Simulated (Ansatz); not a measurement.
Relaxed ScAl₃ (Cu3Au type):

```yaml
crystal:
  lattice:
    - [4.10550, 0.00000, 0.00000]
    - [0.00000, 4.10550, 0.00000]
    - [0.00000, 0.00000, 4.10550]
  atoms:
    - { symbol: Al, position: [0.00000, 0.50000, 0.50000] }
    - { symbol: Al, position: [0.50000, 0.50000, 0.00000] }
    - { symbol: Al, position: [0.50000, 0.00000, 0.50000] }
    - { symbol: Sc, position: [0.00000, 0.00000, 0.00000] }
```

Scan: atom 1 (Al, nearest neighbour Al at 2.903 Å; its periodic images, 4.1 Å or more away, move with it) is displaced along Cartesian z, direction (0.000, 0.000, 1.000) in Cartesian axes, by s. The other atoms stay.

The numbers are results of PBE (plane waves to 420 eV, PAW, scalar-relativistic; Ansatz, a quantum-chemistry and plane-wave program), not measurements. k mesh 9×9×9 (Γ-centred), Fermi-Dirac smearing 0.05 eV. The energy includes the smearing's −TS. With partly filled bands, energies and forces of such displacements shift with the k mesh and the smearing. ScAl3 is run without spin polarisation. ScAl3 was relaxed with its symmetry unable to fall. ΔE is measured from the undisplaced structure. The last digit holds for this mesh only.

```tsv
s (Å)	ΔE (meV/cell)
-0.580	1079.0
-0.464	withheld
-0.348	378.6
-0.232	166.7
-0.116	41.5
0.000	0.0
0.116	41.5
0.232	166.7
0.348	378.6
0.464	withheld
0.580	1079.0
```

**Question.** Fit an even polynomial form (powers 2, 4) to the given rows and predict ΔE at s = -0.464.

**Answer.** Least squares on the 9 given rows: ΔE = (3079)·s² + (380.9)·s⁴, in meV/cell with s in Å; root-mean-square residual 0.10 meV/cell. At -0.464 the fit gives 680.6 meV/cell; the calculation gives 681.7 meV/cell, so the interpolation is off by -1.1 (-0.2 %). The quadratic term alone would give 662.9 meV/cell.

(A displaced cell: forces are minus the slopes of the energy, force constants its curvatures, and phonons follow from these.)
